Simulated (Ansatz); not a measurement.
GePdS3:
```xyz
10
Lattice="7.1470 1.7318 0.0000 -7.1470 1.7318 0.0000 -2.6535 0.0000 8.7449" Properties=species:S:1:pos:R:3 pbc="T T T"
Ge    -6.7406     1.7318     2.6824
Ge     4.0871     1.7318     6.0625
Pd    -1.6944     1.7318     0.2445
Pd    -0.9592     1.7318     8.5003
S      0.6035     1.7318     4.0706
S     -3.2571     1.7318     4.6742
S     -5.0109     1.7318     1.2665
S      2.3574     1.7318     7.4783
S      5.4982     1.7318     1.8096
S     -8.1517     1.7318     6.9353
```

Relaxed with r²SCAN+D4. Special points in fractions of this cell's reciprocal vectors: Γ (0.000, 0.000, 0.000); C (0.266, 0.266, 0.000); C2 (-0.266, 0.734, 0.000); Y2 (-0.500, 0.500, 0.000); M2 (-0.500, 0.500, 0.500); D (-0.259, 0.741, 0.500); D2 (0.259, 0.259, 0.500); A (0.000, 0.000, 0.500); L2 (0.000, 0.500, 0.500); V2 (0.000, 0.500, 0.000).

Problem. List the band energies nearest the valence-band maximum at these points for r²SCAN+D4 in the plane-wave PAW code Ansatz.

Solution. In eV from the valence-band maximum; about four levels below and three above (degenerate sets whole), none deeper than 8.9 eV; points with the same levels are listed once.

| k | below | above |
|---|---|---|
| Γ | -0.82 -0.73 -0.29 -0.25 | 2.13 2.29 2.49 |
| C | -1.15 -1.04 -0.92 -0.32 | 1.93 1.97 2.99 |
| Y2 | -0.88 -0.59 -0.53 -0.22 | 2.19 2.45 2.60 |
| M2 | -0.94 -0.88 -0.33 -0.29 | 2.31 2.45 2.61 |
| D | -1.28 -0.88 -0.86 -0.30 | 2.14 2.22 2.64 |
| A | -0.86 -0.71 -0.15 -0.02 | 1.84 2.37 2.50 |
| L2 | -1.34 -0.87 -0.60 -0.52 | 2.15 2.22 2.89 |
| V2 | -1.26 -0.97 -0.61 -0.56 | 1.95 1.97 3.01 |

Space group C2/m. The first step of the workflow began from a Materials Project structure, measured or hypothetical; the Crystallography Open Database copy checked does not list it. Its standing as an ambient phase is unchecked. Symmetry was held in the r²SCAN+D4 relaxation; whether a distortion lowers the energy is not shown. No spin polarisation was allowed. Scalar-relativistic: spin–orbit coupling is off unless named, which matters more the heavier the elements.

Potentials: the later of the program's two PAW sets.
